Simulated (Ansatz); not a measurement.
# How much do the gradients of BN depend on the method?

Cell: a computed structure from the Materials Project (it need not be an observed phase), whose atoms a relaxation with PBE at fixed cell left in place.

```
CELL_PARAMETERS angstrom
2.50164 0.00000 0.00000
-1.25082 2.16648 0.00000
0.00000 0.00000 7.36932
ATOMIC_POSITIONS crystal
B 0.66667 0.33333 0.75000
B 0.33333 0.66667 0.25000
N 0.00000 0.00000 0.75000
N 0.00000 0.00000 0.25000
```

Atom numbers follow the list; atoms alike are taken as one site, whose name carries the number of the first.

First run. Method: Kohn–Sham DFT in Ansatz, PBE, plane waves and PAW, scalar-relativistic, 420 eV cutoff, Γ-centred 14×14×4 k-points, Fermi–Dirac smearing 0.02 eV.

```json
{"site": "B", "atom": "1", "V_zz (10²¹ V/m²)": "2.79", "η": "0.00"}
{"site": "N", "atom": "3", "V_zz (10²¹ V/m²)": "-0.23", "η": "0.00"}
```

Second run. The same atoms and settings, except that the functional is LDA.

Task: What does the second run give?

Result: 

```json
{"site": "B", "atom": "1", "V_zz": "2.82", "η": "0.00", "change of V_zz": "+0.03"}
{"site": "N", "atom": "3", "V_zz": "0.16", "η": "0.00", "change of V_zz": "+0.39"}
```

The largest change of V_zz is on N, from -0.23 to 0.16. In per cent, |V_zz| changes by +1 on B (all sites that start above 0.5). V_zz changes sign on N (same axis).

For the second run: At this cell the principal stresses reach 5 GPa in size with LDA, which can matter for small gradients.
